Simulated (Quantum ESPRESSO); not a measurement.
Band energies of Li$_{2}$Pt

```
Li2Pt
1.0
    4.17213     0.00000     0.00000
   -2.08607     3.61317     0.00000
    0.00000     0.00000     2.64255
Li Pt
2 1
Direct
  0.33333   0.66667   0.50000
  0.66667   0.33333   0.50000
  0.00000   0.00000   0.00000
```

norm-conserving PBEsol (Quantum ESPRESSO, 84 Ry, scalar-relativistic); path ΓMKΓALHA,LM,KH; energies in eV from the Fermi level.

| k (1/Å) | point | band 8 | band 9 | band 10 | band 11 | band 12 | band 13 | band 14 | band 15 |
|---|---|---|---|---|---|---|---|---|---|
| 0.00 | Γ | -4.53 | -3.40 | -3.40 | -0.66 | -0.66 | 3.79 | 3.79 | 6.43 |
| 0.43 |  | -4.28 | -3.35 | -2.98 | -0.73 | -0.67 | 0.85 | 1.87 | 7.48 |
| 0.87 | M | -3.97 | -2.36 | -2.35 | -2.00 | -0.79 | -0.69 | 0.46 | 7.63 |
| 1.37 | K | -3.14 | -3.07 | -3.07 | -0.75 | -0.75 | -0.69 | -0.69 | 8.28 |
| 1.93 |  | -4.26 | -3.39 | -2.93 | -0.73 | -0.68 | 0.76 | 1.80 | 7.72 |
| 2.38 | Γ | -4.53 | -3.40 | -3.40 | -0.66 | -0.66 | 3.79 | 3.79 | 6.43 |
| 2.81 |  | -3.82 | -3.09 | -3.09 | -1.98 | -1.98 | 5.60 | 5.60 | 6.50 |
| 3.35 |  | -3.71 | -3.71 | -2.31 | -2.31 | -0.43 | 3.73 | 6.58 | 6.58 |
| 3.56 | A | -3.88 | -3.88 | -2.20 | -2.20 | 0.49 | 2.91 | 6.57 | 6.57 |
| 3.78 |  | -3.92 | -3.86 | -2.25 | -2.13 | 0.58 | 2.80 | 6.70 | 6.75 |
| 4.22 |  | -4.08 | -2.94 | -1.90 | -1.79 | 0.96 | 1.36 | 4.69 | 7.58 |
| 4.43 | L | -4.12 | -2.90 | -1.71 | -1.26 | 0.51 | 1.03 | 4.40 | 7.26 |
| 4.74 |  | -4.18 | -2.61 | -2.02 | -1.31 | 1.08 | 1.26 | 3.61 | 5.41 |
| 4.94 | H | -4.23 | -2.28 | -2.28 | -1.34 | 1.11 | 2.29 | 2.29 | 5.17 |
| 5.14 |  | -4.18 | -2.42 | -2.32 | -1.39 | 1.07 | 1.61 | 3.56 | 5.32 |
| 5.54 |  | -3.99 | -3.42 | -2.35 | -1.97 | 0.75 | 2.49 | 6.35 | 6.96 |
| 5.94 | A | -3.88 | -3.88 | -2.20 | -2.20 | 0.49 | 2.91 | 6.57 | 6.57 |
| 5.94 | L | -4.12 | -2.90 | -1.71 | -1.26 | 0.51 | 1.03 | 4.40 | 7.26 |
| 6.31 |  | -3.66 | -3.27 | -1.86 | -1.57 | -1.36 | 0.27 | 4.63 | 6.49 |
| 6.67 |  | -3.47 | -2.93 | -2.40 | -2.16 | -2.07 | -0.26 | 2.38 | 7.63 |
| 7.13 | M | -3.97 | -2.36 | -2.35 | -2.00 | -0.79 | -0.69 | 0.46 | 7.63 |
| 7.13 | K | -3.14 | -3.07 | -3.07 | -0.75 | -0.75 | -0.69 | -0.69 | 8.28 |
| 7.43 |  | -3.04 | -3.04 | -2.93 | -1.81 | -1.81 | 0.30 | 0.30 | 8.46 |
| 7.82 |  | -3.54 | -2.71 | -2.44 | -2.44 | -2.06 | 1.49 | 1.49 | 8.46 |
| 8.32 | H | -4.23 | -2.28 | -2.28 | -1.34 | 1.11 | 2.29 | 2.29 | 5.17 |

A metal at this level: along this path bands 12, 13, 14 cross the Fermi level.

Spin-orbit coupling is left out; for elements this heavy it splits bands near the Fermi level.

Geometry of the Materials Project entry, not relaxed at this level.
